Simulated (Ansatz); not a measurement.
## What DFT gives for ZnSnTe₄I₂

```yaml
crystal:
  lattice:
    - [-4.33284, 4.33284, 3.71164]
    - [4.33284, -4.33284, 3.71164]
    - [4.33284, 4.33284, -3.71164]
  atoms:
    - { symbol: I, position: [0.50000, 0.00000, 0.50000] }
    - { symbol: I, position: [0.00000, 0.50000, 0.50000] }
    - { symbol: Zn, position: [0.50000, 0.50000, 0.00000] }
    - { symbol: Sn, position: [0.00000, 0.00000, 0.00000] }
    - { symbol: Te, position: [0.42166, 0.42166, 0.36418] }
    - { symbol: Te, position: [0.57834, 0.94252, 0.00000] }
    - { symbol: Te, position: [0.05748, 0.05748, 0.63582] }
    - { symbol: Te, position: [0.94252, 0.57834, 0.00000] }
```

Method: r2SCAN, no spin polarisation; PAW, plane waves to 500 eV, 6×6×6 Γ-centred mesh, fermi-dirac occupations (width 0.1 eV) (Ansatz 0.2.0), atoms fixed.

(1) Metal or insulator?

(2) Describe some of the short contacts.

(3) What does the stress say?

(4) Give the Bader charges.

(5) Which atom feels the largest force, and which way?

(6) What is the formation energy?

Origin: a known structure type with other elements, at an estimated volume, so it need not be a known compound.

## Answers

(1) It is a metal, with about 6.2 states/eV a cell as the mean within 0.25 eV of the Fermi level, mostly Te p (57 %) and I p (39 %).

(2) Sn–Te at 2.85 Å: least valence density 0.37 e/Å³ and ELF 0.64 there. Zn–Te at 2.95 Å: least valence density 0.23 e/Å³ and ELF 0.38 there. I–Te at 3.64 Å: least valence density 0.11 e/Å³ and ELF 0.18 there. These are pseudo-fields; inside the PAW spheres they differ from the all-electron ones.

(3) The pressure is -2.9 GPa (compression positive), so with the atoms held at these fractions the cell would first shrink; the forces are large, so a full relaxation may end otherwise.

(4) Bader charges in e: Zn +0.59, Sn +0.75, Te -0.24, I -0.19. In the mean Sn gives up most and Te takes most.

(5) The largest is on Te5 (and as large on other atoms): 0.87 eV/Å, components (-0.58, -0.58, 0.31). It makes 59° with the line to a nearest neighbour, Sn4 at 2.85 Å.

(6) 0.11 eV an atom against the elements' usual phases (free molecules for gases, crystals otherwise, with no correction for O₂ or N₂), so at this geometry it isn't bound against them. Relaxing would lower it.
